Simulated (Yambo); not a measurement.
A G0W0@PBEsol run in Yambo for CaO (rock salt, space group Fm-3m, No. 225) under isotropic strain of -1.5 % on all lattice vectors (6×6×6 Γ-centred k mesh, 64 bands and a 10 Ry block in the screening, 64 bands in G with the Bruneval-Gonze terminator, plasmon pole fitted at 27.2 eV) gives these matrix elements, in eV, at the band edges (Γ → X):

```
state               E0    <Vxc>     <Σx>  <Σc(E0)>      Z
---------------  -----  -------  -------  --------  -----
valence edge     0.000  -19.371  -24.720     3.966  0.790
conduction edge  3.520  -11.725   -6.084    -4.138  0.853
```

Q: Solve the linearised quasiparticle equation for both states, give the gap, and say how exchange and correlation each act on it.

A: E = E0 + Z(Σx + Σc − Vxc). Valence: 0.000 + 0.790 × (-24.720 + (3.966) − (-19.371)) = -1.09 eV. Conduction: 3.520 + 0.853 × (-6.084 + (-4.138) − (-11.725)) = 4.80 eV. The gap is 5.90 eV, against 3.52 eV in PBEsol. Replacing Vxc by bare exchange alone would open it by 10.99 eV; correlation takes back 8.10 eV of that, and Z scales what is left. Convergence of the G0W0 settings was not tested. 

Geometry strained from the cell relaxed with PBEsol, atoms relaxed again; primitive cell a = 3.317 Å, b = 3.317 Å, c = 3.317 Å, α = 60.00°, β = 60.00°, γ = 60.00°.
